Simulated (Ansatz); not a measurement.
A generator proposed this cell of IrAu₃.

```cif
data_structure
_symmetry_space_group_name_H-M 'Fm-3m'
_symmetry_Int_Tables_number 225
_cell_length_a 6.3488
_cell_length_b 6.3488
_cell_length_c 6.3488
_cell_angle_alpha 90.000
_cell_angle_beta 90.000
_cell_angle_gamma 90.000
_cell_volume 255.90
loop_
_atom_site_label
_atom_site_type_symbol
_atom_site_symmetry_multiplicity
_atom_site_Wyckoff_symbol
_atom_site_fract_x
_atom_site_fract_y
_atom_site_fract_z
_atom_site_occupancy
Ir1 Ir 4 a 0.00000 0.00000 0.00000 1
Au1 Au 8 c 0.25000 0.25000 0.75000 1
Au2 Au 4 b 0.50000 0.00000 0.00000 1
```

The calculation used DFT PBE, scalar-relativistic, plane waves, PAW (Ansatz). Plane waves to 420 eV, a k mesh through Γ of 6×6×6 on the computed 4-atom cell and Gaussian smearing (0.10 eV); no spin polarisation.

Energies over the elements count from the elements' standard structures at the same level, with no fitted energy shifts.

Problem. What does a single point on this coarse mesh give?

Solution. The pressure is 13.8 GPa (it wants to expand), the largest force is 0.00 eV/Å (symmetry fixes the atoms), and the energy is +0.45 eV/atom against the elements. The shortest distance is 2.75 Å.

Problem. How much does it gain on relaxing, and where does it end?

Solution. Relaxing gains under 0.1 eV/atom (the start's value is from the coarse mesh, so the gain is rough) in 7 ionic steps and ends at +0.40 eV/atom on the finer mesh. The symmetry stays Fm-3m (No. 225). The end has the BiF3 (D0_3) type. The volume per atom grows by 6.9 %, from 16.0 to 17.1 Å³. The shortest distance goes from 2.75 Å (Ir–Au and Au–Au) to 2.81 Å (Ir–Au and Au–Au). Conventional cell: a = 6.491 Å. Ir has 8 Au at 2.81 Å and 6 Au at 3.25 Å; Au on a site of symmetry -43m has 4 Au at 2.81 Å, 4 Ir at 2.81 Å and 6 Au at 3.25 Å; Au on a site of symmetry m-3m is surrounded by 8 Au at 2.81 Å and 6 Ir at 3.25 Å.

The last run used a 12×12×12 mesh for its 4-atom cell and Gaussian smearing of 0.10 eV. These runs have no spin–orbit coupling, which can matter for Au and Ir. The relaxation can't lower the symmetry of the start. A structure relaxed within its symmetry needn't be a true minimum.
